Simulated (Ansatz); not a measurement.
Here is the system:

LiC8:
```
LiC8
1.0
    4.96963     0.00000     0.00000
   -2.48481     4.30382     0.00000
    0.00000     0.00000     3.60552
C Li
8 1
Direct
  0.16763   0.33525   0.00000
  0.16763   0.83237   0.00000
  0.66667   0.33333   0.00000
  0.66475   0.83237   0.00000
  0.33525   0.16763   0.00000
  0.33333   0.66667   0.00000
  0.83237   0.16763   0.00000
  0.83237   0.66475   0.00000
  0.00000   0.00000   0.50000
```

This is the PBE+D3(BJ)-relaxed structure. Tensor components refer to the Cartesian frame of this cell.

Q: All from the program Ansatz at the PBE+D3(BJ) level (PAW), unless another level is named. Give the highest zone-centre frequency.

A: 1386 cm⁻¹.

Q: Predict the bulk modulus (Birch–Murnaghan fit).

A: 54.5 GPa.

Q: Next, the elastic constants (relaxed ions, GPa)?

A: C11 = 956, C12 = 154, C13 = -1.8, C33 = 58.8, C44 = 14.1.

Space group P6/mmm. The cell is a constructed one: a structure type filled with these elements; neither database checked (COD, Materials Project) lists it. Whether it is the stable phase at ambient conditions was not checked. The cell was relaxed with PBE+D3(BJ) under the symmetry of its start; whether a distortion lowers the energy is not shown. As this level gives no gap, shear constants depend on the k-mesh and smearing (Fermi–Dirac, 0.1 eV here). As this level gives no gap, phonon frequencies hold no LO–TO term and depend on the k-mesh and smearing (Fermi–Dirac, 0.1 eV here).

Potentials: the later of the program's two PAW sets.
